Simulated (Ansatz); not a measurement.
This run works on a generated trial structure, not on a known crystal.

Input and command of a plane-wave DFT calculation in Ansatz:

```yaml
crystal:
  lattice:
    - [4.60412039, 0.0, 0.0]
    - [0.0, 4.60412039, 0.0]
    - [0.0, 0.0, 7.84512304]
  atoms:
    - { symbol: Li, position: [0.0, 0.5, 0.0] }
    - { symbol: Li, position: [0.5, 0.0, 0.0] }
    - { symbol: Hf, position: [0.0, 0.0, 0.0] }
    - { symbol: Te, position: [0.0, 0.0, 0.69016881] }
    - { symbol: Te, position: [0.0, 0.0, 0.30983119] }
    - { symbol: Te, position: [0.5, 0.5, 0.0] }
    - { symbol: W, position: [0.5, 0.5, 0.5] }
basis:
  ecutwfc: 420
kpoints:
  mp_grid: { grid: [4, 4, 2] }
hamiltonian:
  xc: pbe
scf:
  occupations: { method: gaussian, width: 0.2 }
  lower_state_search: "off"
output:
  forces: true
  stress: true
  eigenvalues: true
relax:
  adjacent_minimum: "off"
  f_tol: 0.08
  max_steps: 16
  cell: { stress_tol: 0.8 }
```

```bash
ansatz run input.yaml --threads 1 --pin off --max-ram 2560MiB --backend cpu --events-out ev --progress --plain --runs-dir out
```

Processor: Arm Neoverse V1, 1 thread, on a host shared with other jobs.

Problem. Estimate time, memory and problem size.

Solution. About 2.2 min, peak memory 0.55 GiB. It solves 57 bands at 12 k points (after reduction by symmetry) with about 4235 plane waves (on the last cell), in 130 SCF iterations over 11 ionic steps.
